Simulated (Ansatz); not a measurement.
Ansatz (an electronic-structure program) input:

Ansatz 0.2 input:
```yaml
crystal:
  lattice:
    - [2.9207242624, 0.0, 0.0]
    - [-1.4603621312, 2.5294214087, 0.0]
    - [0.0, 0.0, 13.3444459815]
  atoms:
    - { symbol: Si, position: [0.3333333333, 0.6666666667, 0.75], spin: 0.02 }
    - { symbol: Si, position: [0.6666666667, 0.3333333333, 0.25], spin: 0.02 }
    - { symbol: Mo, position: [0.3333333333, 0.6666666667, 0.1011654248], spin: 0.47 }
    - { symbol: Mo, position: [0.6666666667, 0.3333333333, 0.6011654248], spin: 0.47 }
    - { symbol: Mo, position: [0.6666666667, 0.3333333333, 0.8988345752], spin: 0.47 }
    - { symbol: Mo, position: [0.3333333333, 0.6666666667, 0.3988345752], spin: 0.47 }
    - { symbol: N, position: [0.0, 0.0, 0.0], spin: 0.06 }
    - { symbol: N, position: [0.0, 0.0, 0.5], spin: 0.06 }
kpoints:
  mp_grid: { grid: [16, 16, 3] }
hamiltonian:
  xc: r2scan
  pseudopotentials: { azcp: { folder: ./paw }, kind: paw }
magnetization: { spin_polarized: true }
scf:
  occupations: { method: gaussian, width: 0.05 }
checkpoint: { read: metal.run }
output: { write_density: true, elf: true, volumetric_format: npy }
basis: { fft_grid_basis: typed }
```

Output (shortened):

```
Pseudopotentials: kind: paw
Pseudopotential: Si, paw, valence charge 4
Pseudopotential: Mo, paw, valence charge 14
Pseudopotential: N, paw, valence charge 5
Functional definition: r2SCAN
Crystal: 8 atoms, lattice volume = 98.585 Å³
Basis set: ecut = 500 eV, 2509 PW (Γ), exchange–correlation on 96×96×400 points (64 copies of the dense FFT grid, shifted against one another)
Bands: 55, of which v1, the nominal top of the filled ones, is band 37 counted from 1 (36 counted from 0)
Symmetry: 24 space group operations
Space group: P63/mmc (ITA 194), of the structure as read, at distance tolerance 4.6e-5 Å
k-points: 60 of 768
PAW frozen core: Si, regenerated for the run's functional
PAW frozen core: Mo, regenerated for the run's functional
PAW frozen core: N, regenerated for the run's functional
Initial density: read from a saved state, or passed on in memory by an earlier SCF of this step, an earlier step, the calling program or the single point that …
Stability of the state it starts from, as read at its close in the collinear treatment (another_mixer)
Starting moments: Σ|m| = 2.04 μB on 8 of 8 sites; this step starts from the density that it was given
Initial wavefunctions: pseudopotential atomic-orbital guess
Eigensolver: davidson
Functional: x = r2scan, c = r2scan; τ floored in thin density (d = 2e-4 eV/Å³)
iter 1 solved again at ethr=6.98e-8 eV; its pass at ethr=3.10e-3 eV (dr2=5.17e-5 eV) is discarded
SCF iter   1: F=—  HF=-21919.371494 eV  |F-HF|=—  |Δ(HF+E_count)|=         —  Δρ=2.95e-7 (↑2.24e-7 ↓2.95e-7)  dr2=1.82e-10  dr2_τ=5.85e-12  dr2_m=2.38e-11  M=2.080 μB ∫|m|=2.111 μB  β_m=1.20  ethr=6.98e-8  ⟨swp⟩=3.5  Hψ=43711  notcnv=0
all-band conjugate gradients solve this SCF's bands
preconditioner: auto → Kerker (q_TF=auto, 2.601 Å⁻¹)
spin=Collinear: Kerker preconditioning applied to the charge; magnetization (m = ρ↑ − ρ↓) channel mixes plain (no charge-response kernel on spin).
SCF iter   2: F=-21919.371494 eV  HF=-21919.371494 eV  |F-HF|=3.27e-11  |Δ(HF+E_count)|=   2.40e-8  Δρ=1.86e-7 (↑1.86e-7 ↓1.57e-7)  dr2=7.72e-11  dr2_τ=7.52e-12  dr2_m=8.78e-12  M=2.080 μB ∫|m|=2.111 μB  ethr=1.00e-12  ⟨swp⟩=7.0  Hψ=22868  notcnv=0
SCF 1 converged in 2 iterations: F = -21919.371494 eV  dr2 = 7.72e-11
Stability not checked (another_mixer)
SCF converged after 2 iterations
Magnetization: 2.0801 μB (38.0401 up, 35.9599 down)
Absolute magnetization: 2.1107 μB (∫|ρ↑−ρ↓|, with the PAW one-centre terms)
Spin contamination: 0.0168 ħ² per cell (⟨S²⟩ above its minimum at these occupations)
Per-site moments (μB) at R_I (Å): [(0.03500022337338023, 1.0747343741381692), (0.03500022337338022, 1.074734374138169), (0.2989356445163583, 0.8910414477490871), (0.2989356445163585, 0.8910414477490871), (0.29893564451635857, 0.8910414477490874), (0.2989356445163587, 0.8910414477490873), (0.04905443382465991, 0.8910414477490871), (0.0490544338246599, 0.8910414477490871)]
Free energy (F): -21919.371494 eV
Harris-Foulkes:  -21919.371494 eV  (|F-HF|=3.27e-11)
Internal energy: -21919.362421 eV  (E = F + TS)
E sigma→0 (E₀):  -21919.366957 eV
Entropy (-TS):   -0.009073 eV (-1.134 meV/atom)
Fermi energy:    18.464032 eV
--- Per-component energies (eV) ---
  E_band       = -270.831152
  E_kinetic    = 2034.430633
  E_local      = -4802.699172  (includes V_loc(G=0)·N_el)
  E_nonlocal   = 708.662229
  E_hartree    = 1826.878508
  E_xc         = -909.187156
  E_vxc        = -1253.634069  (∫ρ·V_xc dr)
  E_paw        = -14209.630577  (= ΣΔE_a)
  E_vpaw       = -690.141715  (= ΣTr[D̂ρ^β])
  E_aug_tail   = 0.000125  (compensation charges beyond the density's cutoff)
  E_vtau       = 78.794082  (kinetic-family band-sum trace: ∫τ·v_τ [+ j·A + Jᵃ·Aᵃ] dr)
  E_ewald      = -6566.720210
  E_core_change = -1.096800  (= ΣΔE_core)
  E_smearing   = -0.009073  (= −TS)
  E_closure    =  0.000000  (closes the sum)
  Σ components = -21919.371494   (vs F -21919.371494, Δ=0.00e0)
  [band-id]    e_kinetic+e_local+e_nonlocal+2·e_hartree+e_vxc+e_vpaw+e_augmentation_tail+e_vtau = -270.830871   (vs E_band -270.831152, Δ=2.81e-4)
--- Band table (eV; the first three rows and the last of 120) ---
  k-point 0 ↑: bands = ["-45.2108", "-45.2101", "-45.1777", "-45.1770", "-18.9295", "-18.9075", "-18.5927", "-18.5693", "-18.1507", "-18.1507", "-18.1500", "-18.1500", "-18.1341", "-18.1341", "-18.1334", "-18.1334", "0.6827", "0.7375", "6.1884", "6.5021", "9.8116", "10.6204", "12.8272", "13.0340", "13.0340", "13.0516", "13.0516", "14.2155", "14.7213", "15.5677", "16.6260", "16.6260", "16.7022", "16.7022", "17.7767", "18.0022", "18.2601", "18.2601", "18.2719", "18.2719", "18.4087", "18.4087", "18.5656", "18.5656", "21.0483", "21.0483", "21.6028", "21.6028", "22.2509", "24.5200", "25.0971", "26.8544", "26.8544", "27.4112", "27.4112"]
  k-point 1 ↑: bands = ["-45.2107", "-45.2103", "-45.1775", "-45.1772", "-18.9243", "-18.9133", "-18.5866", "-18.5749", "-18.1505", "-18.1505", "-18.1502", "-18.1502", "-18.1339", "-18.1339", "-18.1336", "-18.1336", "0.6962", "0.7236", "6.2611", "6.4173", "9.9914", "10.3864", "13.0384", "13.0384", "13.0472", "13.0472", "13.1292", "13.7477", "15.0790", "15.4350", "16.6444", "16.6444", "16.6825", "16.6825", "17.8352", "17.9475", "18.2807", "18.2807", "18.2953", "18.2953", "18.4159", "18.4159", "18.5023", "18.5023", "21.1882", "21.1882", "21.4642", "21.4642", "22.5699", "23.4544", "26.4212", "26.9982", "26.9982", "27.2759", "27.2759"]
  k-point 2 ↑: bands = ["-45.2061", "-45.2055", "-45.1736", "-45.1729", "-18.9206", "-18.8990", "-18.5895", "-18.5663", "-18.1852", "-18.1844", "-18.1672", "-18.1662", "-18.1600", "-18.1592", "-18.1401", "-18.1393", "0.7201", "0.7707", "6.2777", "6.5610", "9.9285", "10.6955", "12.5037", "12.9208", "13.0456", "13.0626", "13.3001", "14.2991", "14.5940", "15.6852", "16.2895", "16.4611", "16.7369", "16.8162", "17.4566", "17.9024", "17.9227", "18.0853", "18.1735", "18.2574", "18.5829", "18.8118", "18.8526", "19.0984", "20.8780", "21.0833", "21.4620", "21.6472", "22.4854", "24.8722", "25.1366", "26.1640", "26.6096", "26.7522", "27.1204"]
  k-point 59 ↓: bands = ["-44.7070", "-44.7068", "-44.7045", "-44.7042", "-18.4837", "-18.4827", "-18.4207", "-18.4193", "-18.3515", "-18.3502", "-18.3086", "-18.3075", "-18.0580", "-18.0518", "-18.0317", "-18.0255", "1.6463", "1.6474", "10.7000", "10.7927", "11.0659", "11.1031", "11.8977", "11.9293", "11.9634", "12.2278", "13.1865", "13.1875", "14.1479", "14.2372", "14.6132", "14.6789", "16.0271", "16.2422", "18.0958", "18.2839", "19.1855", "19.2390", "19.5396", "19.6689", "19.7731", "20.1904", "21.2638", "21.3442", "21.4689", "21.9490", "22.2942", "22.4357", "23.3890", "23.7391", "24.9680", "25.3003", "25.7147", "26.3270", "27.7660"]
  band table: 55 of 55 bands, residual norms ≤ 1.0e-3 eV
```

Cost: about 40 core-seconds (a rough figure) on shared cores.

Space group P6_3/mmc. The start of the workflow was typed in or built on a structure type; neither database checked (COD, Materials Project) lists it. Whether it is the stable phase at ambient conditions was not checked. The cell was relaxed with r²SCAN under the symmetry of its start; its stability against distortions is not shown here. Magnetic state: ferromagnetic, the only order run, not a proven ground state. Other orbital occupations within this spin state were not tried. No Hubbard U is applied. Scalar-relativistic: spin–orbit coupling is off unless named, which matters more the heavier the elements.

Potentials: the earlier of the program's two PAW sets.

Ansatz is a plane-wave DFT program.
